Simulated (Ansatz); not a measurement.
TiPt₃:
```cif
data_Pt3Ti
_chemical_formula_sum 'Ti1 Pt3'
_space_group_name_H-M_alt 'Pm-3m'
_space_group_IT_number 221
_space_group_name_Hall '-P 4 2 3'
_cell_length_a 3.89940
_cell_length_b 3.89940
_cell_length_c 3.89940
_cell_angle_alpha 90.000
_cell_angle_beta 90.000
_cell_angle_gamma 90.000
loop_
_atom_site_label
_atom_site_type_symbol
_atom_site_symmetry_multiplicity
_atom_site_Wyckoff_symbol
_atom_site_fract_x
_atom_site_fract_y
_atom_site_fract_z
_atom_site_occupancy
Ti1 Ti 1 a 0.00000 0.00000 0.00000 1
Pt1 Pt 3 c 0.00000 0.50000 0.50000 1
```

Relaxed with PBEsol.

Problem. Which orbitals make up the states near the Fermi level in plane-wave PAW PBEsol (Ansatz code)?

Solution. Within 0.5 eV of the Fermi level: Ti 3d 60 %, Pt 5d 34 %. Projections are on Löwdin-orthogonalised atomic valence shells; empty p or d shells of many metals are not among them.

Problem. Tabulate the density of states.

Solution. States/eV per cell of 4 atoms, in 0.25 eV bins, energy from the Fermi level.

```tsv
E (eV)	total	Pt 5d	Ti 3d	Pt 6s
-7.85	0.97	0.21	0.02	0.63
-7.60	1.33	0.46	0.06	0.71
-7.35	1.81	0.94	0.12	0.68
-7.10	1.57	1.00	0.11	0.40
-6.85	3.18	2.09	0.26	0.59
-6.60	6.16	4.16	0.46	1.04
-6.35	6.91	5.40	0.45	0.75
-6.10	6.03	5.20	0.34	0.29
-5.85	5.13	4.50	0.29	0.19
-5.60	4.51	3.97	0.25	0.14
-5.35	4.18	3.70	0.24	0.11
-5.10	4.76	4.23	0.26	0.13
-4.85	4.52	4.08	0.19	0.13
-4.60	6.27	5.50	0.41	0.20
-4.35	6.05	5.23	0.33	0.30
-4.10	5.02	4.26	0.25	0.31
-3.85	3.78	3.13	0.24	0.26
-3.60	6.60	5.58	0.59	0.27
-3.35	7.66	6.37	0.84	0.29
-3.10	5.73	4.74	0.64	0.23
-2.85	5.21	4.34	0.54	0.18
-2.60	7.22	6.21	0.63	0.16
-2.35	4.61	3.90	0.37	0.13
-2.10	3.56	2.77	0.41	0.12
-1.85	4.71	3.30	0.72	0.20
-1.60	4.06	2.52	0.82	0.15
-1.35	2.34	1.56	0.37	0.10
-1.10	1.79	1.31	0.23	0.07
-0.85	2.08	1.75	0.18	0.04
-0.60	2.48	2.19	0.18	0.03
-0.35	1.53	1.30	0.15	0.02
-0.10	0.89	0.58	0.25	0.02
0.15	2.78	0.71	1.86	0.09
0.40	9.35	2.08	6.73	0.19
0.65	6.25	1.45	4.34	0.20
0.90	6.47	1.93	4.04	0.34
1.15	6.04	2.07	3.28	0.49
1.40	3.86	1.09	1.91	0.58
1.65	2.51	0.58	1.34	0.36
1.90	1.80	0.38	1.01	0.24
2.15	0.82	0.14	0.35	0.15
2.40	0.58	0.09	0.22	0.09
2.65	0.56	0.07	0.20	0.07
2.90	0.95	0.11	0.35	0.15
3.15	1.92	0.21	0.66	0.41
3.40	1.61	0.17	0.43	0.38
3.65	1.29	0.13	0.28	0.32
3.90	1.21	0.11	0.21	0.30
4.15	1.13	0.09	0.16	0.29
4.40	1.04	0.08	0.12	0.28
4.65	0.98	0.07	0.10	0.27
```

Symmetry was held in the PBEsol relaxation; of distortions, only those at the zone centre were tested. The run is not spin-polarised. Spin–orbit coupling is left out wherever it is not named.

Potentials: the later of the program's two PAW sets.
